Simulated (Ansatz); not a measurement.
MgB₂:
```xyz
3
Lattice="3.0651 0.0000 0.0000 -1.5325 2.6544 0.0000 0.0000 0.0000 3.5228" Properties=species:S:1:pos:R:3 pbc="T T T"
Mg     0.0000     0.0000     0.0000
B      1.5325     0.8848     1.7614
B      0.0000     1.7696     1.7614
```

This is the r²SCAN-relaxed structure.

All from the program Ansatz at the r²SCAN level (PAW), unless another level is named. Give the electronic character.

metallic (no gap).

Predict the density of states at the Fermi level.

0.22 states/eV per atom (mean over ±0.08 eV).

What about the formation energy from the elements (no fitted shifts)?

-0.18 eV/atom.

Space group P6/mmm. The cell was relaxed with r²SCAN under the symmetry of its start. The references are the lowest solids computed at this level, not always the standard phases.

Potentials: the later of the program's two PAW sets.
